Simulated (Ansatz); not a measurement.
Data:

Relaxed SnO2 (rutile):

```xyz
12
Lattice="9.6551 0.0000 0.0000 0.0000 4.8275 0.0000 0.0000 0.0000 3.2382" Properties=species:S:1:pos:R:3 pbc="T T T"
Sn     0.0000     0.0000     0.0000
Sn     4.8275     0.0000     0.0000
Sn     2.4138     2.4138     1.6191
Sn     7.2413     2.4138     1.6191
O      1.4800     1.4800     0.0000
O      6.3076     1.4800     0.0000
O      3.8938     0.9338     1.6191
O      8.7213     0.9338     1.6191
O      0.9338     3.8938     1.6191
O      5.7613     3.8938     1.6191
O      3.3475     3.3475     0.0000
O      8.1751     3.3475     0.0000
```

The atoms are displaced by Q × the pattern below (from a DFPT mode at X = (0.5, 0.0, 0.0), largest move 1; Q in Å), at fixed cell. It is one choice among 2 degenerate patterns. (q is in reciprocal vectors of the primitive cell; the cell shown is doubled to hold the pattern.)

```json
[
 {"atom": "Sn1", "x": "0.035", "y": "-0.004", "z": "0.000"},
 {"atom": "Sn2", "x": "-0.035", "y": "0.004", "z": "0.000"},
 {"atom": "Sn3", "x": "0.992", "y": "0.127", "z": "0.000"},
 {"atom": "Sn4", "x": "-0.992", "y": "-0.127", "z": "0.000"},
 {"atom": "O5", "x": "0.717", "y": "-0.025", "z": "0.000"},
 {"atom": "O6", "x": "-0.717", "y": "0.025", "z": "0.000"},
 {"atom": "O7", "x": "0.418", "y": "0.129", "z": "0.000"},
 {"atom": "O8", "x": "-0.418", "y": "-0.129", "z": "0.000"},
 {"atom": "O9", "x": "0.467", "y": "0.130", "z": "0.000"},
 {"atom": "O10", "x": "-0.467", "y": "-0.130", "z": "0.000"},
 {"atom": "O11", "x": "0.686", "y": "-0.016", "z": "0.000"},
 {"atom": "O12", "x": "-0.686", "y": "0.016", "z": "0.000"}
]
```

Level of theory: PBE (plane waves to 420 eV, PAW, scalar-relativistic; Ansatz, a program for electronic structure). k mesh 4×7×10 (Γ-centred), Fermi-Dirac smearing 0.05 eV. E stands for the smeared free energy. SnO2 was relaxed with its symmetry unable to fall. ΔE is measured from the undisplaced structure.

The scan covers Q from -0.180 to 0.180 Å in 13 points.

Question: Is this a single well or a double well?

Answer: A single well with its minimum at or next to zero displacement.

Question: Which space group does the distorted structure have?

Answer: Pm (No. 6), lowered from P4_2/mnm.

Question: What is the energy change at Q = 0.180 Å?

Answer: 537 meV/cell.

Question: What harmonic wavenumber does the curvature at Q = 0 give?

Answer: 178 cm⁻¹.

(A displaced cell: forces are minus the slopes of the energy, force constants its curvatures, and phonons follow from these.)
